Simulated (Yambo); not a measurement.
Yambo run on BaTiO$_{3}$ (space group P4mm, No. 99). The wavefunctions come from this Quantum ESPRESSO step (PBEsol, PseudoDojo standard norm-conserving files, fully relativistic):

```
&CONTROL
  calculation = 'nscf'
  pseudo_dir = './pseudo'
  outdir = './out'
/
&SYSTEM
  ibrav = 0
  nat = 5
  ntyp = 3
  ecutwfc = 84.0
  ecutrho = 336.0
  occupations = 'fixed'
  force_symmorphic = .true.
  nbnd = 159
  noncolin = .true.
  lspinorb = .true.
/
&ELECTRONS
  conv_thr = 5e-09
  diago_full_acc = .true.
  diago_thr_init = 1e-08
/
ATOMIC_SPECIES
O 15.9990 O.upf
Ti 47.8670 Ti.upf
Ba 137.3270 Ba.upf
CELL_PARAMETERS angstrom
  3.990380000000   0.000000000000   0.000000000000
  0.000000000000   3.990380000000   0.000000000000
  0.000000000000   0.000000000000   4.102660000000
ATOMIC_POSITIONS crystal
O   0.000000000000   0.500000000000   0.064220000000
O   0.500000000000   0.000000000000   0.064220000000
O   0.000000000000   0.000000000000   0.548970000000
Ti   0.000000000000   0.000000000000   0.100040000000
Ba   0.500000000000   0.500000000000   0.582540000000
K_POINTS automatic
4 4 4 0 0 0
```

Yambo input:

```
rim_cut
gw0
dyson
el_el_corr
HF_and_locXC
ppa
em1d
RandQpts= 1000000
RandGvec= 1 Ry
EXXRLvcs= 84 Ry
VXCRLvcs= 336 Ry
Chimod= "HARTREE"
% BndsRnXp
 3 | 158 |
%
NGsBlkXp= 6 Ry
% LongDrXp
 1.0 | 1.0 | 1.0 |
%
PPAPntXp= 27.2114 eV
% GbndRnge
 1 | 158 |
%
GTermKind= "BG"
DysSolver= "n"
ExtendOut
% QPkrange
 1 | 1 | 38 | 42 |
 3 | 3 | 40 | 41 |
 7 | 7 | 40 | 41 |
 9 | 9 | 40 | 41 |
 16 | 16 | 40 | 41 |
 18 | 18 | 40 | 41 |
%
```

k points by index: 1 = Γ, 3 = Z, 7 = X, 9 = R, 16 = M, 18 = A.

Table of the .qp output:

```
#    K-point    Band    Eo [eV]    E [eV]    E-Eo [eV]    Vxc [eV]    Vnlxc [eV]    Sc|Eo [eV]    Sc|E [eV]    dSc/dw|Eo [eV]    Re(Z)    Im(Z)
#
    1    38    -0.443728    -0.647871    -0.204142    -19.72376    -24.32569    4.337568    4.397788    -8.022261    0.772310    -0.001388
    1    39    -0.392987    -0.591379    -0.198392    -19.69034    -24.23755    4.290366    4.348813    -8.011693    0.772542    -0.001385
    1    40    -0.392987    -0.591383    -0.198396    -19.69034    -24.23755    4.290359    4.348808    -8.011687    0.772542    -0.001385
    1    41    1.809279    3.146976    1.337697    -18.74436    -11.42780    -5.603224    -5.978865    -7.640344    0.780773    -0.001452
    1    42    1.809279    3.146948    1.337669    -18.74436    -11.42780    -5.603259    -5.978893    -7.640353    0.780773    -0.001452
    3    40    -0.691776    -0.940138    -0.248362    -19.66609    -24.61248    4.624290    4.698027    -8.074602    0.771164    -0.001402
    3    41    1.928355    3.312193    1.383838    -19.15802    -11.63578    -5.741684    -6.138399    -7.799929    0.777214    -0.001486
    7    40    -1.055385    -1.317936    -0.262551    -19.74681    -24.66067    4.573192    4.651318    -8.093042    0.770761    -0.001424
    7    41    2.317093    3.725968    1.408875    -19.35042    -12.16764    -5.366479    -5.773910    -7.868316    0.775699    -0.001505
    9    40    -0.314255    -0.575109    -0.260853    -19.50215    -24.59013    4.748439    4.827122    -8.203735    0.768352    -0.001416
    9    41    3.556825    5.067512    1.510687    -21.17149    -13.27046    -5.898548    -6.390335    -8.857099    0.754432    -0.001794
    16    40    -0.041105    -0.251610    -0.210506    -19.64021    -24.75890    4.844196    4.908183    -8.266150    0.767001    -0.001415
    16    41    3.635083    5.141952    1.506869    -21.21892    -13.33676    -5.882091    -6.375290    -8.904997    0.753432    -0.001843
    18    40    0.000000    -0.192839    -0.192839    -19.74314    -24.84755    4.852868    4.911573    -8.278066    0.766743    -0.001416
    18    41    4.148594    5.699783    1.551189    -21.58757    -13.21973    -6.286992    -6.816655    -9.290620    0.745474    -0.001208
```
(The two width columns are left out.) Convergence of these settings isn't established.

Geometry of the Materials Project entry, not relaxed at this level.
